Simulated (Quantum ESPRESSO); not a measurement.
# Planted mistakes on one cell of ZnYAlF8

The results below are calculated, not measured. They come from pw.x of Quantum ESPRESSO 7.5, a plane-wave density functional program, with PseudoDojo standard norm-conserving files (v0.5 for PBE, v0.4.1 for LDA and PBEsol). The cells are made up: elements, strain and atom displacements were drawn at random, and nothing was relaxed. There is no spin polarisation, spin-orbit coupling or dispersion term.

The cell has 12 sites of a fluorite lattice. Sites 1 to 4 hold empty Zn Y Al; sites 5 to 12 hold F F F F F F F F. Cell vectors in Å: (5.184, 0.000, 0.000); (0.000, 5.184, 0.000); (0.000, 0.000, 5.184). Settings: PBE, cutoff 1143 eV, 4 x 4 x 4 k mesh shifted by half a step, Fermi-Dirac smearing of 0.025 eV.

The intended run has a self-consistency threshold of 1e-07 eV, a smearing term of 0.000 eV, a pressure of -5.12 GPa and 10 iterations. Each further run changes one thing: all lengths scaled by 0.9944; atoms of sites 2 and 3 exchanged; cutoff 797 eV; files of LDA; k mesh 2 x 2 x 2; one electron removed; smearing 0.43 eV; threshold 0.03 eV. A coarse mesh keeps the shift, and a charged cell sits in a uniform background.

```
run  change of free energy (eV)  smearing term -TS (eV)  change of P (GPa)  largest change of a force component (eV/Å)  iterations
  A                       0.006                   0.000               2.09                                       0.037           5
  B                      -2.985                  -0.019             -12.78                                       0.334          22
  C                       3.379                   0.000             -32.03                                       0.035          10
  D                      -0.062                   0.000               1.62                                       0.123          10
  E                      -0.015                  -0.099               0.16                                       0.016          10
  F                       0.078                   0.000               0.80                                       1.410          10
  G                      -0.047                   0.000              -0.08                                       0.010          10
  H                      17.300                   0.000              -8.62                                       0.320          10
```

A rerun of the intended cell at 1437 eV and k mesh 6 x 6 x 6 moved values by no more than 0.004 eV in the cell's energy, 0.02 GPa in stress and 0.002 eV/Å in force.

Question: which change belongs to which run?

## Worked reading

Run A has the fewest iterations, as a run stopped early does. Run E has the largest smearing term, as wide smearing gives. Run C has a higher energy and the largest fall in pressure, as too small a basis gives. Run D changes the volume by a factor of 0.9833; minus its pressure change over the logarithm of that factor, 96 GPa, is a rough bulk modulus with clamped atoms. Energies from files of another functional, or of a charged cell, have another zero and say nothing on stability; the pressure of a charged cell rests on the program's zero of potential too.

## Key

```
run,change
A,threshold 0.03 eV
B,one electron removed
C,cutoff 797 eV
D,all lengths scaled by 0.9944
E,smearing 0.43 eV
F,atoms of sites 2 and 3 exchanged
G,k mesh 2 x 2 x 2
H,files of LDA
```